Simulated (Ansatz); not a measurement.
TiSb2:
```
TiSb2
1.0
   -3.34811     3.34811     2.90124
    3.34811    -3.34811     2.90124
    3.34811     3.34811    -2.90124
Ti Sb
2 4
Cartesian
  0.00000   0.00000   1.45062
  0.00000   0.00000   4.35186
  2.33198   1.01612   2.90124
  1.01612   2.33198   0.00000
 -1.01612   2.33198   2.90124
  4.36423   1.01612   0.00000
```

Relaxed with r²SCAN. Special points in fractions of this cell's reciprocal vectors: Γ (0.000, 0.000, 0.000); X (0.000, 0.000, 0.500); M (-0.500, 0.500, 0.500); Z (0.438, 0.438, -0.438); Z0 (-0.438, 0.562, 0.438); P (0.250, 0.250, 0.250); N (0.000, 0.500, 0.000).

Q: List the band energies nearest the Fermi level at these points for plane-wave PAW r²SCAN (Ansatz code).

A: In eV from the Fermi level; about four levels below and three above (degenerate sets whole), none deeper than 8.9 eV; points with the same levels are listed once.

```
k                          below                above
-  -----------------------------  -------------------
Γ  -3.19 -3.19 -2.73 -1.75 -1.01  0.45 0.92 1.60 1.60
X        -2.60 -2.06 -0.80 -0.68       0.43 0.79 1.12
M        -2.07 -0.94 -0.63 -0.44       0.57 0.57 0.68
Z        -1.27 -1.12 -0.55 -0.46       0.43 0.43 0.61
P        -1.61 -1.61 -1.14 -1.14  0.07 0.07 1.76 1.76
N        -1.31 -1.31 -0.67 -0.67  0.58 0.58 0.97 0.97
```

Space group I4/mcm. The workflow started from a Materials Project entry (that database holds measured and hypothetical structures alike); the Crystallography Open Database files this formula in space group No. 140, but the cells were not matched. Whether it is the stable phase at ambient conditions was not checked. The cell was relaxed with r²SCAN under the symmetry of its start; whether a distortion lowers the energy is not shown. The run is not spin-polarised. Scalar-relativistic: spin–orbit coupling is off unless named, which matters more the heavier the elements.

Potentials: the later of the program's two PAW sets.
